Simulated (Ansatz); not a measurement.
Ca:
```
CELL_PARAMETERS angstrom
      3.35761     0.00000     0.00000
      0.00000     3.35761     0.00000
      0.00000     0.00000     3.35761
ATOMIC_POSITIONS crystal
  Ca 0.00000 0.00000 0.00000
```

Relaxed with LDA. Special points in fractions of this cell's reciprocal vectors: Γ (0.000, 0.000, 0.000); X (0.000, 0.500, 0.000); M (0.500, 0.500, 0.000); R (0.500, 0.500, 0.500).

Task: List the band energies nearest the Fermi level at these points for LDA (plane waves, PAW; program Ansatz).

Result: In eV from the Fermi level; about four levels below and three above (degenerate sets whole), none deeper than 8.9 eV; points with the same levels are listed once.

```json
[
 {"k": "Γ", "below": "-4.00", "above": "0.71 0.71 4.47 4.47 4.47"},
 {"k": "X", "below": "-1.17 -0.33", "above": "1.27 3.04 3.04"},
 {"k": "M", "below": "-0.57", "above": "0.96 2.82 2.82"},
 {"k": "R", "below": "–", "above": "0.58 0.58 0.58"}
]
```

Space group Pm-3m (simple cubic). This is a known high-pressure phase of the composition, computed here at zero pressure and temperature. The LDA relaxation kept the symmetry of its start. At this level the phase is mechanically unstable.

Potentials: the later of the program's two PAW sets.
